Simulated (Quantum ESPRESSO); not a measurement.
**Se (changed cell): field gradients at the nuclei**

```xyz
3
Lattice="4.5048 0.0000 0.0000 -2.2524 3.9013 0.0000 0.0000 0.0000 4.9788" Properties=species:S:1:pos:R:3 pbc="T T T"
Se     1.0216     0.0000     1.6596
Se    -0.5108     0.8847     3.3192
Se     1.7416     3.0166     0.0000
```
The cell was made here from a computed Materials Project entry: Se1 and its equivalents moved by 0.04 Å along (1.00, 0.00, 0.00), space group kept. The parent is Se in P3₁21. Stability against distortions was not tested.

Computed: field gradients by a PBE PAW density (pw.x of a modified build of Quantum ESPRESSO, JTH datasets) with the all-electron reconstruction of Petrilli and co-workers, 20 Ha, k-mesh 6×6×5 through Γ.

```
site                site symmetry  Vzz (a.u.)   η_Q  ∣C_Q∣ (MHz)
------------------  -------------  ----------  ----  -----------
Se (atoms 1, 2, 3)              2      -5.494  0.29            –
```

Principal values are ordered |Vxx| ≤ |Vyy| ≤ |Vzz|, η = (Vxx − Vyy)/Vzz, and C_Q = eQVzz/h is given by its size. Cores are frozen. Se had no test against all-electron runs. Static lattice: thermal averaging is not included.
